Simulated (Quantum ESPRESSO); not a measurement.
ZnGeAl6N8, one run as intended and one with a planted mistake

Simulated, not a measurement. The program is pw.x of Quantum ESPRESSO 7.5 (plane-wave density functional theory). The cell is made up: 16 atoms on a doubled zincblende/diamond lattice, with randomly drawn elements, strain and displacements, not relaxed. PseudoDojo standard norm-conserving files (v0.5 for PBE, v0.4.1 for LDA and PBEsol) set the functional; there is no spin polarisation, spin-orbit coupling or dispersion term, and the masses in the input are unused placeholders.

Intended input:

```
&control calculation='scf', pseudo_dir='./dojo.nc.sr.pbe.v0_5.standard.upf', outdir='./o', disk_io='low', tprnfor=.true., tstress=.true. /
&system ibrav=0, nat=16, ntyp=4, nbnd=52, ecutwfc=84.00895049, nosym=.true., tot_charge=0,
 occupations='smearing', smearing='fd', degauss=0.0018374661
/
&electrons conv_thr=7.350e-09, electron_maxstep=60, /
ATOMIC_SPECIES
Al 1.0 Al.upf
Ge 1.0 Ge.upf
N 1.0 N.upf
Zn 1.0 Zn.upf
CELL_PARAMETERS angstrom
4.3682 0.0683 -0.0416
0.0683 4.4855 0.0276
-0.0833 0.0551 8.7068
ATOMIC_POSITIONS angstrom
Zn 0.1258 -0.0651 0.0906
Ge 0.049 2.2716 2.2719
Al 2.1838 -0.0785 2.1184
Al 2.2529 2.3568 -0.0233
Al 0.0319 0.0071 4.3575
Al -0.1253 2.2913 6.5013
Al 2.1668 0.1058 6.559
Al 2.1325 2.3324 4.3564
N 1.0725 1.0523 1.1149
N 1.1005 3.4463 3.2363
N 3.1824 1.2145 3.3822
N 3.2857 3.4804 1.1848
N 1.1161 1.3461 5.4245
N 0.9845 3.474 7.6537
N 3.245 1.2225 7.6336
N 3.2804 3.4592 5.4646
K_POINTS automatic
5 5 3 1 1 1
```

The log is shortened where brackets say so; the opening notice, blank lines, dates and the lines on written files are dropped, and the path of the files is cut. It prints rydbergs, bohrs and kilobars, and counts compression as positive stress. Where no state is partly filled, the Fermi energy that it prints is only some level between the filled and the empty states on the mesh, and need not lie in the true gap.

Log of the intended run:

```
     Program PWSCF v.7.5
     Parallel version (MPI & OpenMP), running on       4 processor cores
     Number of MPI processes:                 4
     Threads/MPI process:                     1
     [start-up lines left out]
     bravais-lattice index     =            0
     lattice parameter (alat)  =       8.2561  a.u.
     unit-cell volume          =    1150.8212 (a.u.)^3
     number of atoms/cell      =           16
     number of atomic types    =            4
     number of electrons       =        92.00
     number of Kohn-Sham states=           52
     kinetic-energy cutoff     =      84.0090  Ry
     charge density cutoff     =     336.0358  Ry
     scf convergence threshold =      7.3E-09
     mixing beta               =       0.7000
     number of iterations used =            8  plain     mixing
     Exchange-correlation= PBE
                           (   1   4   3   4   0   0   0)
     [axes and pseudopotential details left out]
   Cartesian axes
     site n.     atom                  positions (alat units)
         1        Zn     tau(   1) = (   0.0287942  -0.0149007   0.0207373  )
         2        Ge     tau(   2) = (   0.0112156   0.5199440   0.5200127  )
         3        Al     tau(   3) = (   0.4998476  -0.0179678   0.4848782  )
         4        Al     tau(   4) = (   0.5156638   0.5394453  -0.0053331  )
         5        Al     tau(   5) = (   0.0073016   0.0016251   0.9973833  )
         6        Al     tau(   6) = (  -0.0286798   0.5244531   1.4880754  )
         7        Al     tau(   7) = (   0.4959565   0.0242164   1.5012822  )
         8        Al     tau(   8) = (   0.4881056   0.5338605   0.9971316  )
         9        N      tau(   9) = (   0.2454833   0.2408598   0.2551882  )
        10        N      tau(  10) = (   0.2518922   0.7888198   0.7407531  )
        11        N      tau(  11) = (   0.7284160   0.2779856   0.7741480  )
        12        N      tau(  12) = (   0.7520602   0.7966249   0.2711876  )
        13        N      tau(  13) = (   0.2554629   0.3081073   1.2416078  )
        14        N      tau(  14) = (   0.2253411   0.7951600   1.7518469  )
        15        N      tau(  15) = (   0.7427445   0.2798167   1.7472462  )
        16        N      tau(  16) = (   0.7508471   0.7917725   1.2507862  )
     number of k points=    38  Fermi-Dirac smearing, width (Ry)=  0.0018
                       cart. coord. in units 2pi/alat
        k(    1) = (   0.0993253   0.0953721   0.0839774), wk =   0.0533333
        k(    2) = (   0.0961061   0.0974797  -0.2505894), wk =   0.0533333
     [further k points left out]
     Dense  grid:   119711 G-vectors     FFT dimensions: (  50,  50,  96)
     Estimated max dynamical RAM per process >     309.35 MB
     Estimated total dynamical RAM >       1.12 GB
     Initial potential from superposition of free atoms
     starting charge      91.9843, renormalised to      92.0000
     Starting wfcs are   75 randomized atomic wfcs
     total cpu time spent up to now is        6.0 secs
     per-process dynamical memory:   239.7 Mb
     Self-consistent Calculation
     iteration #  1     ecut=    84.01 Ry     beta= 0.70
     Davidson diagonalization with overlap
     ethr =  1.00E-02,  avg # of iterations =  3.0
     total cpu time spent up to now is       16.4 secs
     total energy              =    -789.35987023 Ry
     estimated scf accuracy    <       4.91074304 Ry
     iteration #  2     ecut=    84.01 Ry     beta= 0.70
     Davidson diagonalization with overlap
     ethr =  5.34E-03,  avg # of iterations =  3.1
     total cpu time spent up to now is       27.4 secs
     total energy              =    -790.28712119 Ry
     estimated scf accuracy    <       5.50695612 Ry
     [iterations 3 to 13 left out]
     iteration # 14     ecut=    84.01 Ry     beta= 0.70
     Davidson diagonalization with overlap
     ethr =  4.00E-11,  avg # of iterations =  2.5
     total cpu time spent up to now is      150.5 secs
     total energy              =    -791.53522442 Ry
     estimated scf accuracy    <       0.00000002 Ry
     iteration # 15     ecut=    84.01 Ry     beta= 0.70
     Davidson diagonalization with overlap
     ethr =  2.55E-11,  avg # of iterations =  2.0
     total cpu time spent up to now is      159.4 secs
     End of self-consistent calculation
     [lines on levels left out]
     the Fermi energy is    10.6689 ev
!    total energy              =    -791.53522442 Ry
     estimated scf accuracy    <          3.7E-09 Ry
     smearing contrib. (-TS)   =      -0.00000000 Ry
     internal energy E=F+TS    =    -791.53522442 Ry
     The total energy is F=E-TS. E is the sum of the following terms:
     one-electron contribution =    -596.49253230 Ry
     hartree contribution      =     351.45835865 Ry
     xc contribution           =    -151.98661497 Ry
     ewald contribution        =    -394.51443580 Ry
     convergence has been achieved in  15 iterations
     Forces acting on atoms (cartesian axes, Ry/au):
     atom    1 type  4   force =    -0.10861047    0.02687391   -0.02562623
     atom    2 type  2   force =    -0.04932550   -0.07557785   -0.06851992
     atom    3 type  1   force =    -0.06204117    0.15927354    0.07486250
     atom    4 type  1   force =    -0.01812383   -0.05133858   -0.02097977
     atom    5 type  1   force =    -0.04342806    0.05760613    0.07535275
     atom    6 type  1   force =     0.07371485   -0.03323918    0.10557771
     atom    7 type  1   force =    -0.03278442    0.01581950    0.02865032
     atom    8 type  1   force =     0.04739990    0.03819044    0.04039350
     atom    9 type  3   force =     0.08605436    0.17093178    0.11556051
     atom   10 type  3   force =     0.01239953   -0.01677489    0.03180888
     atom   11 type  3   force =     0.06019676   -0.03212806   -0.08289535
     atom   12 type  3   force =     0.05523672   -0.15470220   -0.03277943
     atom   13 type  3   force =    -0.05803153   -0.11343545    0.00740027
     atom   14 type  3   force =     0.12218765   -0.10114564   -0.12205862
     atom   15 type  3   force =    -0.04714164    0.05154231   -0.03298846
     atom   16 type  3   force =    -0.03770316    0.05810425   -0.09375868
     Total force =     0.516920     Total SCF correction =     0.000081
     Computing stress (Cartesian axis) and pressure
          total   stress  (Ry/bohr**3)                   (kbar)     P=       84.33
   0.00063430  -0.00048705  -0.00001571           93.31      -71.65       -2.31
  -0.00048705   0.00037603   0.00013669          -71.65       55.32       20.11
  -0.00001571   0.00013669   0.00070954           -2.31       20.11      104.38
     init_run     :      5.56s CPU      5.78s WALL (       1 calls)
     electrons    :    152.80s CPU    153.42s WALL (       1 calls)
     forces       :      2.24s CPU      2.26s WALL (       1 calls)
     stress       :      7.47s CPU      7.64s WALL (       1 calls)
     [timing details left out]
     PWSCF        :   2m48.30s CPU   2m49.43s WALL
     JOB DONE.
```

A second run has one planted mistake: the k-point mesh is too coarse. The input lines that differ, file-writing options aside:

```
- 5 5 3 1 1 1
+ 1 1 1 1 1 1
```

Its log:

```
     Program PWSCF v.7.5
     Parallel version (MPI & OpenMP), running on       4 processor cores
     Number of MPI processes:                 4
     Threads/MPI process:                     1
     [start-up lines left out]
     bravais-lattice index     =            0
     lattice parameter (alat)  =       8.2561  a.u.
     unit-cell volume          =    1150.8212 (a.u.)^3
     number of atoms/cell      =           16
     number of atomic types    =            4
     number of electrons       =        92.00
     number of Kohn-Sham states=           52
     kinetic-energy cutoff     =      84.0090  Ry
     charge density cutoff     =     336.0358  Ry
     scf convergence threshold =      7.3E-09
     mixing beta               =       0.7000
     number of iterations used =            8  plain     mixing
     Exchange-correlation= PBE
                           (   1   4   3   4   0   0   0)
     [axes and pseudopotential details left out]
   Cartesian axes
     site n.     atom                  positions (alat units)
         1        Zn     tau(   1) = (   0.0287942  -0.0149007   0.0207373  )
         2        Ge     tau(   2) = (   0.0112156   0.5199440   0.5200127  )
         3        Al     tau(   3) = (   0.4998476  -0.0179678   0.4848782  )
         4        Al     tau(   4) = (   0.5156638   0.5394453  -0.0053331  )
         5        Al     tau(   5) = (   0.0073016   0.0016251   0.9973833  )
         6        Al     tau(   6) = (  -0.0286798   0.5244531   1.4880754  )
         7        Al     tau(   7) = (   0.4959565   0.0242164   1.5012822  )
         8        Al     tau(   8) = (   0.4881056   0.5338605   0.9971316  )
         9        N      tau(   9) = (   0.2454833   0.2408598   0.2551882  )
        10        N      tau(  10) = (   0.2518922   0.7888198   0.7407531  )
        11        N      tau(  11) = (   0.7284160   0.2779856   0.7741480  )
        12        N      tau(  12) = (   0.7520602   0.7966249   0.2711876  )
        13        N      tau(  13) = (   0.2554629   0.3081073   1.2416078  )
        14        N      tau(  14) = (   0.2253411   0.7951600   1.7518469  )
        15        N      tau(  15) = (   0.7427445   0.2798167   1.7472462  )
        16        N      tau(  16) = (   0.7508471   0.7917725   1.2507862  )
     number of k points=     1  Fermi-Dirac smearing, width (Ry)=  0.0018
                       cart. coord. in units 2pi/alat
        k(    1) = (  -0.4950169  -0.4779143  -0.2526035), wk =   2.0000000
     Dense  grid:   119711 G-vectors     FFT dimensions: (  50,  50,  96)
     Estimated max dynamical RAM per process >     190.62 MB
     Estimated total dynamical RAM >     674.81 MB
     Initial potential from superposition of free atoms
     starting charge      91.9843, renormalised to      92.0000
     Starting wfcs are   75 randomized atomic wfcs
     total cpu time spent up to now is        2.0 secs
     per-process dynamical memory:   117.4 Mb
     Self-consistent Calculation
     iteration #  1     ecut=    84.01 Ry     beta= 0.70
     Davidson diagonalization with overlap
     ethr =  1.00E-02,  avg # of iterations =  3.0
     total cpu time spent up to now is        3.2 secs
     total energy              =    -789.07204573 Ry
     estimated scf accuracy    <       5.22244856 Ry
     iteration #  2     ecut=    84.01 Ry     beta= 0.70
     Davidson diagonalization with overlap
     ethr =  5.68E-03,  avg # of iterations =  4.0
     total cpu time spent up to now is        4.4 secs
     total energy              =    -789.39884069 Ry
     estimated scf accuracy    <       6.95631202 Ry
     [iterations 3 to 12 left out]
     iteration # 13     ecut=    84.01 Ry     beta= 0.70
     Davidson diagonalization with overlap
     ethr =  1.80E-10,  avg # of iterations =  3.0
     total cpu time spent up to now is       17.3 secs
     total energy              =    -791.33730672 Ry
     estimated scf accuracy    <       0.00000004 Ry
     iteration # 14     ecut=    84.01 Ry     beta= 0.70
     Davidson diagonalization with overlap
     ethr =  4.05E-11,  avg # of iterations =  2.0
     total cpu time spent up to now is       18.3 secs
     End of self-consistent calculation
     [lines on levels left out]
     the Fermi energy is    11.7485 ev
!    total energy              =    -791.33730672 Ry
     estimated scf accuracy    <          6.5E-09 Ry
     smearing contrib. (-TS)   =      -0.00000000 Ry
     internal energy E=F+TS    =    -791.33730672 Ry
     The total energy is F=E-TS. E is the sum of the following terms:
     one-electron contribution =    -597.23390253 Ry
     hartree contribution      =     352.63525274 Ry
     xc contribution           =    -152.22422114 Ry
     ewald contribution        =    -394.51443580 Ry
     convergence has been achieved in  14 iterations
     Forces acting on atoms (cartesian axes, Ry/au):
     atom    1 type  4   force =    -0.10231468    0.02251255   -0.02524177
     atom    2 type  2   force =    -0.05433420   -0.07190652   -0.08179661
     atom    3 type  1   force =    -0.05978062    0.15743085    0.05452730
     atom    4 type  1   force =    -0.01959352   -0.05340162   -0.03144563
     atom    5 type  1   force =    -0.04515158    0.05763273    0.07746015
     atom    6 type  1   force =     0.07548292   -0.03152138    0.11179502
     atom    7 type  1   force =    -0.03295963    0.01644409    0.03742310
     atom    8 type  1   force =     0.04816571    0.03866340    0.04551294
     atom    9 type  3   force =     0.08656361    0.18247623    0.11375557
     atom   10 type  3   force =     0.00879898   -0.01999052    0.04186969
     atom   11 type  3   force =     0.06599046   -0.02862414   -0.06721190
     atom   12 type  3   force =     0.04879861   -0.16334076   -0.02323797
     atom   13 type  3   force =    -0.05871854   -0.11946161    0.00551133
     atom   14 type  3   force =     0.13406980   -0.10841958   -0.12691373
     atom   15 type  3   force =    -0.05822115    0.05893840   -0.04204213
     atom   16 type  3   force =    -0.03679618    0.06256789   -0.08996535
     Total force =     0.531045     Total SCF correction =     0.000291
     Computing stress (Cartesian axis) and pressure
          total   stress  (Ry/bohr**3)                   (kbar)     P=       96.26
   0.00020076  -0.00050372  -0.00002187           29.53      -74.10       -3.22
  -0.00050372   0.00025760   0.00015671          -74.10       37.89       23.05
  -0.00002187   0.00015671   0.00150478           -3.22       23.05      221.36
     init_run     :      1.77s CPU      1.84s WALL (       1 calls)
     electrons    :     16.25s CPU     16.33s WALL (       1 calls)
     forces       :      0.49s CPU      0.52s WALL (       1 calls)
     stress       :      1.01s CPU      1.03s WALL (       1 calls)
     [timing details left out]
     PWSCF        :     19.67s CPU     19.91s WALL
     JOB DONE.
```

|  | intended run | run with the mistake |
| --- | --- | --- |
| free energy (eV) | -10769.385 | -10766.693 |
| smearing term -TS (eV) | 0.0000 | 0.0000 |
| pressure (GPa) | 8.43 | 9.63 |
| largest force component (eV/Å) | 4.395 | 4.692 |
| largest change of a force component (eV/Å) |  | 0.523 |
| iterations | 15 | 14 |

For scale, a rerun of the intended cell at a cutoff of 1437 eV and k mesh 7 x 7 x 5 moved values by no more than 0.005 eV in energy, 0.02 GPa in stress and 0.002 eV/Å in force.